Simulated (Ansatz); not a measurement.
IrO₂ (rutile)

```
CELL_PARAMETERS angstrom
      4.47186     0.00000     0.00000
      0.00000     4.47186     0.00000
      0.00000     0.00000     3.15377
ATOMIC_POSITIONS crystal
  Ir 0.00000 0.00000 0.00000
  Ir 0.50000 0.50000 0.50000
  O  0.30880 0.30880 0.00000
  O  0.80880 0.19120 0.50000
  O  0.19120 0.80880 0.50000
  O  0.69120 0.69120 0.00000
```

Equation-of-state scan: isotropic scaling of the cell above, V₀ being its volume. The atoms relax within the cell's symmetry.

These are PBEsol (plane waves to 420 eV, PAW, scalar-relativistic; Ansatz, an electronic-structure program) values and carry that method's errors. k mesh 11×11×15 (Γ-centred), Fermi-Dirac smearing 0.05 eV. Energies are smeared free energies. IrO2 is run without spin polarisation and with no Hubbard U. IrO2 was relaxed with its symmetry unable to fall. Spin-orbit coupling is left out, though Ir is heavy. The PAW data are Ansatz's earlier set. The zero of ΔE is the relaxed starting cell.

Task: What ΔE (meV/atom) does the calculation give at V/V₀ = 0.900, 0.917, 0.950, 0.967, 1.017, 1.033, 1.067, 1.083?

Result: 
| V/V₀ | ΔE (meV/atom) |
|---|---|
| 0.900 | 123 |
| 0.917 | 82 |
| 0.950 | 28 |
| 0.967 | 12 |
| 1.017 | 3 |
| 1.033 | 10 |
| 1.067 | 39 |
| 1.083 | 60 |

(Under strain, the slope of the energy per volume gives the stress and its curvature an elastic modulus.)
